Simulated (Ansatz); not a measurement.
A scan (energy against volume; even scaling of the relaxed cell, symmetry kept) gave these values. Computed with PBE (plane waves to 420 eV, PAW, scalar-relativistic; Ansatz, a quantum-chemistry and plane-wave program).

Bulk modulus at fixed cell shape B₀ (third-order Birch-Murnaghan fit): 68.0 GPa
Pressure derivative B₀′ (fit): 4.8
Equilibrium volume of the fit: 20.44 Å³/atom

Q: Of these crystals, all scanned alike, which one is it?
A. ZnCu₂SnS₄ (kesterite type, space group I-4)
B. SiC (6H type, space group P6_3mc)
C. Ga₂O₃ (beta-Ga2O3 type, space group C2/m)
D. Al₂Cu (Al2Cu type, space group I4/mcm)

A: A, ZnCu₂SnS₄ (kesterite type, space group I-4). The others have, for the bulk modulus at fixed cell shape: Ga2O3 157 GPa, Al2Cu 100 GPa, SiC 213 GPa

Al2Cu is run without spin polarisation. All were relaxed with their symmetry unable to fall. At this level the bands of ZnCu2SnS4 touch or barely overlap; measurements give the solid a gap. The PAW data are Ansatz's earlier set. ZnCu2SnS4 is run without spin polarisation. With the shape held, the modulus is that of even scaling; a crystal free to change shape is softer.

(Under strain, the slope of the energy per volume gives the stress and its curvature an elastic modulus.)
